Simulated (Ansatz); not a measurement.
Surface calculation: bcc Fe (100), 6 layers

The slab is cut from the bcc crystal, the stable phase, as relaxed on PAW files (11.35 Å³/atom), with 16 Å of vacuum and a dipole correction:

```
CELL_PARAMETERS angstrom
2.83135 0.00000 0.00000
0.00000 2.83135 0.00000
0.00000 0.00000 23.07840
ATOMIC_POSITIONS crystal
Fe 0.25000 0.25000 0.34664
Fe 0.75000 0.75000 0.40799
Fe 0.25000 0.25000 0.46933
Fe 0.75000 0.75000 0.53067
Fe 0.25000 0.25000 0.59201
Fe 0.75000 0.75000 0.65336
```

All numbers are PBE results (scalar-relativistic) from Ansatz 0.2.0, with a Γ-centred 14×14×1 k mesh, Fermi–Dirac smearing of 0.1 eV, spin-polarised from start moments Fe1 2.5, Fe2 2.5, Fe3 2.5, Fe4 2.5, Fe5 2.5, Fe6 2.5 μB. Methods: LAPW: all electrons, basis error target 1 meV/atom; PAW: frozen-core files, cutoff 420 eV.

The bulk energy comes from a cell in the slab's orientation on a 14×14×14 mesh. The surface energy is (E(slab) − N·E(bulk))/2A at zero smearing, the mean of both faces; thin slabs carry quantum-size effects.

The magnetic state is the one reached from the start moments; other orders weren't searched.

As cut, the LAPW slab lies 2.617 eV above 6 atoms of bulk. What surface energy is that?

Over two faces of 8.02 Å² it is 163.2 meV/Å², and times 16.02 J/m² per eV/Å² that gives γ = 2.615 J/m².

```
method  γ as cut (J/m²)  Φ as cut (eV)
  LAPW            2.615              ?
```

What belongs in the row "LAPW", column "Φ as cut (eV)"?

3.92.

How do the moments vary through the slab?

Fe1 2.98, Fe2 2.34, Fe3 2.33, Fe4 2.33, Fe5 2.34, Fe6 2.98 μB in the LAPW spheres; the bulk has Fe 2.21 μB.

What changes if the images along the normal are cut off in place of the dipole correction?

LAPW then gives: no gap, work function 3.93 eV; PAW: no gap, work function 3.93 eV.
